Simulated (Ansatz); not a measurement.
The start is a generated cell, CdSe placed in the zincblende structure type. The cell and all atomic positions are relaxed at zero pressure with r2SCAN (plane waves to 500 eV, PAW, scalar-relativistic; Ansatz, a program for electronic structure). The first steps use a coarse 7×7×7 k-mesh.

Input geometry:
```
CELL_PARAMETERS angstrom
      0.00000     3.08499     3.08499
      3.08499     0.00000     3.08499
      3.08499     3.08499     0.00000
ATOMIC_POSITIONS crystal
  Se 0.75000 0.75000 0.75000
  Cd 0.00000 0.00000 0.00000
```

Question: By how much does the energy per atom fall from start to end?

Answer: 1 meV/atom.

Question: How does the volume change?

Answer: -1.7 %, from 29.36 to 28.85 Å³/atom.

Question: How do the shortest distances between atoms change?

Answer: The closest pairs of elements (up to four, under 3.6 Å), start → end: Cd–Se 2.67 → 2.66 Å.

Question: Is the relaxed structure metallic? Give its gap.

Answer: 1.03 eV, direct at Γ (no spin-orbit coupling).

The space group stays F-43m (No. 216) (the run could not lower it); the end is zinc blende type, with 2 atoms in the primitive cell. Final values are on a 9×9×9 k-mesh of the relaxed cell. No spin polarisation in the result.

The run could not lose the symmetry of its start.

All atoms sit on sites fixed by symmetry, so only the cell could relax.
